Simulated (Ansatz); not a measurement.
A geometry of TiB₂ away from equilibrium: step 3 of the relaxation of a generated trial cell of TiB2 in the CrSi2 structure type. The numbers are results of r2SCAN (plane waves to 500 eV, PAW, scalar-relativistic; Ansatz, an electronic-structure program), not measurements. Γ-centred k-mesh 9×9×6 on the run's cell, Fermi–Dirac smearing 0.05 eV. The plane waves were selected for a different cell earlier on the path.

```xyz
9
Lattice="4.1246 0.0000 0.0000 -2.0623 3.5720 0.0000 0.0000 0.0000 6.0376" Properties=species:S:1:pos:R:3 pbc="T T T"
Ti     2.0623     0.0000     0.0000
Ti     1.0312     1.7860     2.0125
Ti    -1.0312     1.7860     4.0251
B      0.0000     1.2154     0.0000
B      3.0720     0.6077     2.0125
B      1.0097     2.9643     4.0251
B      2.0623     2.3566     0.0000
B     -1.0097     2.9643     2.0125
B      1.0526     0.6077     4.0251
```

**Question.** What forces act on the atoms (eV/Å)?

**Answer.** 
```tsv
atom	Fx	Fy	Fz
Ti1	0.00	0.00	0.00
Ti2	0.00	0.00	0.00
Ti3	0.00	0.00	0.00
B4	0.00	0.47	0.00
B5	-0.40	0.23	0.00
B6	-0.40	-0.23	0.00
B7	0.00	-0.47	0.00
B8	0.40	-0.23	0.00
B9	0.40	0.23	0.00
```

The path ends in P6₂22 (No. 180) (AFLOW prototype AB2_hP9_180_d_j (C40, as in CrSi2)). No spin polarisation in the result.

The run could not lose the symmetry of its start, so the end can be a saddle point.

The end of the path is a generated cell of TiB2: the first start was made by placing the elements on the sites of a structure type, and the end was not matched to a known phase here, so it may be hypothetical. Known forms of TiB2 include space group No. 191.
